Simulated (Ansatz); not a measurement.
The cell is COD entry 1542138, as deposited and not checked against the literature; nothing was relaxed.

Ba2Cd: DFT, PBEsol, all-electron PAW with datasets made for the crystal, scalar-relativistic (Ansatz 0.2.0).

Command: `ansatz run input.yaml --threads 1 --pin off --max-ram 4096MiB --backend cpu --events-out ev --progress --plain --runs-dir out` The run took 94 s on 1 thread of Arm Neoverse V2, on a shared host, peak memory 1.7 GiB.

```yaml
crystal:
  lattice:
    - [-2.136, 2.136, 7.6]
    - [2.136, -2.136, 7.6]
    - [2.136, 2.136, -7.6]
  atoms:
    - { symbol: Ba, position: [0.37, 0.37, 0.0] }
    - { symbol: Ba, position: [0.63, 0.63, 0.0] }
    - { symbol: Cd, position: [0.0, 0.0, 0.0] }
kpoints:
  mp_grid: { grid: [14, 14, 14] }
  band_path:
    path:
      - [0.0, 0.0, 0.0]
      - [0.0, 0.0, 0.5]
      - [0.25, 0.25, 0.25]
      - [0.0, 0.5, 0.0]
      - [0.0, 0.0, 0.0]
      - [0.5, 0.5, -0.5]
      - [0.2697476454, 0.7302523546, -0.2697476454]
      - [-0.2697476454, 0.2697476454, 0.2697476454]
      - [0.0, 0.0, 0.0]
    npoints: 8
scf:
  occupations: { method: fermi_dirac, width: 0.05 }
hamiltonian:
  xc: pbesol
  pseudopotentials: { kind: all_electron, datasets: crystal }
output:
  forces: true
  stress: true
  eigenvalues: true
  efg: { contact_densities: true }
```

Output:

```
basis.fft_grid_basis auto: the FFT boxes are laid along the combinations [[1, 0, 1], [0, 1, 1], [0, 0, 1]] of the cell's own vectors, 4.272, 4.272 and 8.178 Å long. The dense box has 24×24×45 points. Along the cell's own vectors, as sized, it would have 45×45×45, 3.52 times as many. Of the 16 symmetry operations that the crystal satisfies within crystal.symmetry.tolerance (time reversal apart; of a slab, those that keep its plane) the dense box along the cell's own vectors carries 16, and the one as laid loses 12 of those. basis.fft_grid_basis: typed keeps the cell's own vectors: state it where this run's energies or levels are differenced outside the engine with another run's, or held beside a run that keeps those vectors.
hamiltonian.pseudopotentials.datasets: crystal makes datasets for this crystal and solves the spheres of its atoms anew in each pass: cutoff 240.0 eV, the density's 960.0 eV; for an error of 0.50 meV an atom under PBE, 1.5 meV for the cell; an energy difference from a run of another recipe may be off by several times the error for the cell, under r2SCAN by more, where some 0.1 meV an atom stays at smaller errors; Cd in spheres of 1.376 Å, 12 of its electrons in bands; Ba in spheres of 1.376 Å, 10 of its electrons in bands
band count auto-derived: 22 (N_el = 32.0; filled up to band 16; 20 by the electrons, moments and atoms)
Cd, Ba: output.efg is read without spin–orbit coupling, which moves field gradients at and beside such atoms by some per cent and up to a factor of two; PAW files take it under magnetization.noncollinear and magnetization.spin_orbit
Engine: ansatz 0.2.0
Pseudopotentials: kind: all_electron
Pseudopotential: Ba, paw, valence charge 10, recommended cutoff 240 eV (normal), Koelling and Harmon's equation, gaussian nucleus
Pseudopotential: Cd, paw, valence charge 12, recommended cutoff 240 eV (normal), Koelling and Harmon's equation, gaussian nucleus
Functional definition: PBEsol
  exchange = pbesol_x
  correlation = pbesol_c
Crystal: 3 atoms, lattice volume = 138.700 Å³
Basis set: ecut = 240 eV, 1191 PW (Γ), FFT grids on a1+a3, a2+a3, a3, exchange–correlation on 48×48×90 points (8 copies of the dense FFT grid, shifted against one another)
Bands: 22, of which v1, the nominal top of the filled ones, is band 16 counted from 1 (15 counted from 0)
Symmetry: 16 space group operations
Space group: I4/mmm (ITA 139), of the structure as read, at distance tolerance 5.2e-5 Å
k-points: 244 of 2744
Non-local potential: Ba, projectors of the file, l = 0: 2, l = 1: 2, l = 2: 2, l = 3: 2
Non-local potential: Cd, projectors of the file, l = 0: 1, l = 1: 1, l = 2: 2
PAW form: soft (Blöchl's): semilocal exchange-correlation on the pseudo side does not see the compensation charge
PAW one-centre angular grid: Ba, 194 points (default); XC on its mesh's 1851 points in the sphere
PAW one-centre angular grid: Cd, 590 points (default); XC on its mesh's 1869 points in the sphere
Initial density: superposition of atomic densities (neutral atoms: chi_scale 0, normalization atom)
Initial wavefunctions: pseudopotential atomic-orbital guess
Functional: x = pbesol(κ = 0.804, μ = 0.12345679012345678), c = pbesol(β = 0.046)
iter 1 solved again at ethr=3.26e-3 eV; its pass at ethr=1.00e-1 eV (dr2=1.04e0 eV) is discarded
SCF iter   1: F=—  HF=-594736.747952 eV  |F-HF|=—  |Δ(HF+E_count)|=         —  Δρ=1.78e-2  dr2=9.99e-1  ethr=3.26e-3  ⟨swp⟩=5.2  Hψ=34395  notcnv=0
preconditioner: auto → Kerker (q_TF=auto, 2.137 Å⁻¹)  [metal: Δε(μ)=0.009 eV  Ē_g=10.495 eV  σ=0.050 eV  W_gap=0.04  n_scr=24 (ndim 8)  ℏωp=16.7 eV  f_vac=0.000  D(μ)=2.96/eV (n_scr^D=20)]
SCF iter   2: F=—  HF=-594736.586586 eV  |F-HF|=—  |Δ(HF+E_count)|=   1.61e-1  Δρ=9.80e-3  dr2=4.33e-1  ethr=3.12e-3  ⟨swp⟩=2.1  Hψ=10758  notcnv=0  defer=3
iter 3 solved again at ethr=8.97e-5 eV; its pass at ethr=1.35e-3 eV (dr2=2.87e-2 eV) is discarded
SCF iter   3: F=—  HF=-594736.498849 eV  |F-HF|=—  |Δ(HF+E_count)|=   8.77e-2  Δρ=2.10e-3  dr2=2.66e-2  ethr=8.97e-5  ⟨swp⟩=3.9  Hψ=25622  notcnv=0  defer=102
SCF iter   4: F=—  HF=-594736.497294 eV  |F-HF|=—  |Δ(HF+E_count)|=   1.56e-3  Δρ=1.60e-3  dr2=6.42e-3  ethr=8.31e-5  ⟨swp⟩=3.5  Hψ=11760  notcnv=0  defer=84
SCF iter   5: F=—  HF=-594736.497789 eV  |F-HF|=—  |Δ(HF+E_count)|=   4.95e-4  Δρ=4.22e-4  dr2=8.17e-4  ethr=2.01e-5  ⟨swp⟩=3.3  Hψ=10986  notcnv=0  defer=38
SCF iter   6: F=—  HF=-594736.497621 eV  |F-HF|=—  |Δ(HF+E_count)|=   1.68e-4  Δρ=1.65e-4  dr2=2.64e-5  ethr=2.55e-6  ⟨swp⟩=4.1  Hψ=15236  notcnv=0  defer=28
SCF iter   7: F=—  HF=-594736.497649 eV  |F-HF|=—  |Δ(HF+E_count)|=   2.83e-5  Δρ=7.98e-5  dr2=8.50e-6  ethr=8.26e-8  ⟨swp⟩=4.1  Hψ=12448  notcnv=0  defer=14
SCF iter   8: F=—  HF=-594736.497651 eV  |F-HF|=—  |Δ(HF+E_count)|=   2.61e-6  Δρ=1.71e-5  dr2=7.35e-7  ethr=2.65e-8  ⟨swp⟩=3.0  Hψ=10177  notcnv=0  defer=11
SCF iter   9: F=—  HF=-594736.497652 eV  |F-HF|=—  |Δ(HF+E_count)|=   4.68e-8  Δρ=8.42e-6  dr2=1.29e-7  ethr=2.30e-9  ⟨swp⟩=4.0  Hψ=12227  notcnv=0  defer=9
SCF iter  10: F=-594736.497652 eV  HF=-594736.497652 eV  |F-HF|=5.82e-9  |Δ(HF+E_count)|=   1.91e-8  Δρ=2.42e-6  dr2=1.31e-8  ethr=4.04e-10  ⟨swp⟩=3.3  Hψ=10775  notcnv=0  defer=8
SCF 1 converged in 10 iterations: F = -594736.497652 eV  dr2 = 1.31e-8
  Residual-converged pass: ⟨swp⟩=4.9  Hψ=17516  notcnv=0  max |occ|·‖R‖ = 6.5e-6 eV (tolerance 6.5e-6 eV)  dr2=1.44e-8  dr2_onsite=8.83e-9  max |Δocc| = 2.4e-8
  greatest PAW one-centre occupation: 0.960 electrons in one spin orbital (limit 2), on the Cd atom at site 2 (counted from 0), in its partial waves of l = 2
NSCF: frozen V_eff on 65 k-points
SCF converged after 10 iterations
Free energy (F): -594736.497652 eV
Harris-Foulkes:  -594736.497652 eV  (|F-HF|=5.82e-9)
Internal energy: -594736.470142 eV  (E = F + TS)
E sigma→0 (E₀):  -594736.483897 eV
Entropy (-TS):   -0.027510 eV (-9.170 meV/atom)
Past the cutoff: the bands carry plane waves up to 1.75 times it, of which those up to 1.5 times it add -0.000370 eV an atom, each by itself; the spheres take 0.000322 eV an atom off the energy for waves past 1.75 times it
By the cutoff:   a pressure is off by up to 0.005 GPa (1.2 times the spheres' own share and the shells' term, over an atom's volume, and 0.004 GPa: a bound that held against runs at twice the plane waves)
Past the cutoffs: a stress includes 0.0007 GPa for waves and charges beyond them, in addition to the slope of what the spheres take
In the spheres:  the bands' charges fall short by 1.3e-6 e at most (sound up to 1e-3)
Fermi energy:    9.256252 eV
--- Per-component energies (eV) ---
  The terms above E_closure are by the made datasets' own strengths, without shells solved beside the bands.
--- Forces (eV/Å), atoms counted from 1 ---
  atom   1  Ba    -0.00000000    -0.00000000     0.00606791
  atom   2  Ba     0.00000000     0.00000000    -0.00606791
  atom   3  Cd     0.00000000     0.00000000     0.00000000
  max |Σ_I F_I| component: 1.73e-18 eV/Å
--- Stress (GPa, compression-positive) ---
       -0.849766       0.000000       0.000000
        0.000000      -0.849766       0.000000
       -0.000000      -0.000000      -0.756466
  P = ⅓ Tr σ = -0.8187 GPa (-8.187 kbar)
--- PAW observables at the nuclei: V_zz in 10²¹ V/m², potentials from the cell's mean, atoms counted from 1 ---
  atom   1  Ba V_zz =    +1.385278   η = 0.0000   by run symmetry: allowed
            electrostatic potential = -9618.347541 V   contact ρ = 2062290.751576 e/Å³
  atom   2  Ba V_zz =    +1.385278   η = 0.0000   by run symmetry: allowed
            electrostatic potential = -9618.347541 V   contact ρ = 2062290.751576 e/Å³
  atom   3  Cd V_zz =    +1.687751   η = 0.0000   by run symmetry: allowed
            electrostatic potential = -7702.267175 V   contact ρ = 1034430.822358 e/Å³
--- Band table (eV; the first three rows and the last of 244) ---
  k-point 0: bands = ["-19.3523", "-19.3089", "-4.8511", "-4.3355", "-4.3355", "-4.3345", "-4.3345", "-4.3018", "0.7848", "0.8416", "0.8524", "0.8616", "0.8616", "4.7064", "7.9295", "8.9128", "9.8699", "10.0891", "10.5326", "11.2531"]
  k-point 1: bands = ["-19.3495", "-19.3069", "-4.8411", "-4.3598", "-4.3551", "-4.3534", "-4.3516", "-4.2977", "0.7938", "0.8439", "0.8513", "0.8555", "0.8605", "4.8104", "8.0735", "8.8203", "9.9507", "10.0449", "10.5532", "11.2598"]
  k-point 2: bands = ["-19.3418", "-19.3013", "-4.8136", "-4.4265", "-4.4028", "-4.4003", "-4.3988", "-4.2948", "0.8191", "0.8417", "0.8428", "0.8551", "0.8574", "5.0942", "8.4677", "8.6678", "9.8768", "10.1648", "10.6225", "11.3495"]
  k-point 243: bands = ["-19.3397", "-19.3217", "-4.7047", "-4.4668", "-4.3703", "-4.3703", "-4.2992", "-4.2992", "0.7847", "0.8399", "0.8524", "0.8618", "0.8618", "4.9651", "7.1028", "9.6346", "9.6362", "10.4433", "10.6241", "10.9095"]
```
